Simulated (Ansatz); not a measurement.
Computed with DFT PBE, scalar-relativistic, plane waves, PAW (Ansatz). Settings: cutoff 420 eV, Γ-centred meshes spaced at most about 0.3 Å⁻¹, and about 0.25 Å⁻¹ or finer for metals (2π included), Gaussian smearing. No spin polarisation in the final relaxations.

Temperature and zero-point effects are left out. All come from trial cells, and lower structures may exist.

Question: Order these relaxed structures of BeAu₂S₂ by energy, lowest first, with the energy over the lowest of them.
A.

```
CELL_PARAMETERS angstrom
4.22038 0.00000 0.00000
0.00000 4.22038 0.00000
0.00000 0.00000 7.06943
ATOMIC_POSITIONS crystal
Be 0.00000 0.00000 0.50000
S 0.00000 0.00000 0.76773
S 0.00000 0.00000 0.23227
Au 0.50000 0.00000 0.00000
Au 0.00000 0.50000 0.00000
```

B.

```
CELL_PARAMETERS angstrom
-1.85857 1.85857 7.88513
1.85857 -1.85857 7.88513
1.85857 1.85857 -7.88513
ATOMIC_POSITIONS crystal
Be 0.00000 0.00000 0.00000
S 0.12120 0.12120 0.00000
S 0.87880 0.87880 0.00000
Au 0.39766 0.39766 0.00000
Au 0.60234 0.60234 0.00000
```

C.

```
CELL_PARAMETERS angstrom
4.32063 0.00000 0.00000
0.00000 4.32063 0.00000
0.00000 0.00000 4.90972
ATOMIC_POSITIONS crystal
Be 0.50000 0.50000 0.50000
S 0.00000 0.50000 0.50000
S 0.50000 0.00000 0.50000
Au 0.00000 0.50000 0.00000
Au 0.50000 0.00000 0.00000
```

D.

```
CELL_PARAMETERS angstrom
-1.59387 2.33143 7.62039
1.59387 -2.33143 7.62039
1.59387 2.33143 -7.62039
ATOMIC_POSITIONS crystal
Be 0.00000 0.00000 0.00000
S 0.72787 0.50000 0.22787
S 0.27213 0.50000 0.77213
Au 0.24903 0.74903 0.50000
Au 0.75097 0.25097 0.50000
```

Answer: B (0 meV/atom), C (121 meV/atom), D (134 meV/atom), A (179 meV/atom). Forms: B I4/mmm; C P4/mmm; D Immm; A P4/mmm. Counting S atoms around Au and Be (those within 1.25 times the shortest such distance or 1.15 times the sum of covalent radii; the shortest distance is added where it exceeds 1.18 times the sum of covalent radii): B has Be 2, Au 4; C has Be 4, Au 2; D has Be 4, Au 6 from 4.0 Å; A has Be 2, Au 4. D holds S–S pairs (shortest 2.13 Å) (bonds between like non-metal atoms; other contacts aren't counted).

The k mesh leaves some 4 meV/atom of noise in the energy of each metallic cell. No dispersion correction is applied, so the spacing and binding between layers, chains or molecules are poorly described (I4/mmm, Immm), and this can change margins and order among such cells. Spin–orbit coupling, which can matter for Au, is left out. Cells relaxed within their symmetry can be saddle points. Some structure types and database cells were kept out of the candidates from the start, so a known form may be missing.
